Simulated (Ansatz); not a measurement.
AlN (zinc blende, F-43m), a = 4.3695 Å, b = 4.3695 Å, c = 4.3695 Å, α = 90.00°, β = 90.00°, γ = 90.00°; the cell used has 2 atoms.

Relaxed with r²SCAN.

Which orbitals make up the states near the band edges in the program Ansatz at the r²SCAN level (PAW)?

Top 1 eV of the valence band: N 2p 90 %, Al 3p 7 %. Bottom 1 eV of the conduction band: Al 3p 62 %, N 2s 17 %, N 2p 6 %, outside the projected shells 14 %. Projections are on Löwdin-orthogonalised atomic valence shells; empty p or d shells of many metals are not among them.

Tabulate the density of states.

States/eV per cell of 2 atoms, in 0.25 eV bins, energy from the valence-band maximum.

```csv
E (eV),total,N 2p,Al 3p,Al 3s
-7.85,0.00,0.00,0.00,0.00
-7.60,0.00,0.00,0.00,0.00
-7.35,0.00,0.00,0.00,0.00
-7.10,0.00,0.00,0.00,0.00
-6.85,0.00,0.00,0.00,0.00
-6.60,0.00,0.00,0.00,0.00
-6.35,0.00,0.00,0.00,0.00
-6.10,0.00,0.00,0.00,0.00
-5.85,0.06,0.04,0.02,0.01
-5.60,0.27,0.16,0.06,0.04
-5.35,0.41,0.25,0.10,0.06
-5.10,0.56,0.34,0.13,0.08
-4.85,0.90,0.58,0.17,0.13
-4.60,1.89,1.25,0.29,0.27
-4.35,1.49,1.00,0.22,0.21
-4.10,0.66,0.44,0.09,0.09
-3.85,0.36,0.24,0.05,0.04
-3.60,0.43,0.29,0.07,0.04
-3.35,0.69,0.49,0.11,0.05
-3.10,0.71,0.51,0.11,0.06
-2.85,0.76,0.56,0.11,0.06
-2.60,0.79,0.59,0.12,0.06
-2.35,0.94,0.71,0.15,0.05
-2.10,1.09,0.84,0.18,0.05
-1.85,1.46,1.15,0.24,0.05
-1.60,1.63,1.31,0.25,0.04
-1.35,1.66,1.38,0.23,0.03
-1.10,1.71,1.45,0.20,0.03
-0.85,1.78,1.56,0.18,0.02
-0.60,1.88,1.69,0.14,0.01
-0.35,1.24,1.14,0.06,0.01
-0.10,0.62,0.59,0.02,0.00
0.15,0.00,0.00,0.00,0.00
0.40,0.00,0.00,0.00,0.00
0.65,0.00,0.00,0.00,0.00
0.90,0.00,0.00,0.00,0.00
1.15,0.00,0.00,0.00,0.00
1.40,0.00,0.00,0.00,0.00
1.65,0.00,0.00,0.00,0.00
1.90,0.00,0.00,0.00,0.00
2.15,0.00,0.00,0.00,0.00
2.40,0.00,0.00,0.00,0.00
2.65,0.00,0.00,0.00,0.00
2.90,0.00,0.00,0.00,0.00
3.15,0.00,0.00,0.00,0.00
3.40,0.00,0.00,0.00,0.00
3.65,0.00,0.00,0.00,0.00
3.90,0.00,0.00,0.00,0.00
4.15,0.04,0.00,0.03,0.00
4.40,0.07,0.00,0.05,0.00
4.65,0.10,0.01,0.06,0.00
4.90,0.13,0.01,0.08,0.00
5.15,0.18,0.02,0.10,0.01
5.40,0.22,0.03,0.12,0.01
5.65,0.27,0.03,0.14,0.01
5.90,0.32,0.05,0.16,0.01
6.15,0.39,0.06,0.20,0.02
6.40,0.48,0.08,0.24,0.02
6.65,0.64,0.13,0.32,0.02
6.90,0.75,0.15,0.37,0.03
7.15,0.74,0.15,0.36,0.03
7.40,0.69,0.14,0.33,0.03
7.65,0.68,0.14,0.32,0.03
7.90,0.66,0.13,0.31,0.04
8.15,0.67,0.12,0.30,0.06
8.40,0.66,0.12,0.30,0.06
8.65,0.31,0.05,0.14,0.03
```

The r²SCAN relaxation kept the symmetry of its start; phonons on a q-mesh show no instability.

Potentials: the earlier of the program's two PAW sets.
